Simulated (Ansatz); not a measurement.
Input and command of a calculation in Ansatz (plane waves; scalar-relativistic PAW potentials unless the input names others):

```yaml
crystal:
  lattice:
    - [-3.1414322132, 0.0, 0.0]
    - [-1.5707161066, -2.7205601009, 0.0]
    - [0.0, 0.0, 13.578819508]
  atoms:
    - { symbol: Mo, position: [0.3333333333, 0.3333333333, 0.2315889739] }
    - { symbol: Mo, position: [0.6666666667, 0.6666666667, 0.6947669218] }
    - { symbol: S, position: [0.3333333333, 0.3333333333, 0.5799486676] }
    - { symbol: S, position: [0.6666666667, 0.6666666667, 0.1167707197] }
    - { symbol: S, position: [0.3333333333, 0.3333333333, 0.809585176] }
    - { symbol: S, position: [0.6666666667, 0.6666666667, 0.3464072281] }
basis:
  ecutwfc: "400 K"
kpoints:
  mp_grid: { grid: [10, 10, 2] }
hamiltonian:
  xc: pbesol
scf:
  occupations: { method: gaussian, width: 0.05 }
  max_iter: 80
output:
  forces: true
  eigenvalues: true
  stress: true
```

```bash
ansatz run input.yaml --threads 2 --pin off --max-ram 5120MiB --backend cpu --events-out ev --progress --plain --runs-dir out
```

Q: Will this input run?

A: The program refuses it, because of a cutoff in the wrong unit (basis.ecutwfc: 420 → "400 K"). With the sound run's settings it is accepted.

Abridged log:
```
Error: inconsistent input (basis.ecutwfc, kpoints): the smallest per-k basis holds n_pw = 0 plane waves (k-point 1, counted from 0 among those solved) but the deck needs at least 27 band(s) per channel, and no run solves more bands than the smallest per-k basis has plane waves; raise basis.ecutwfc until the smallest per-k basis, which caps the automatic band count, holds at least 27 plane waves
```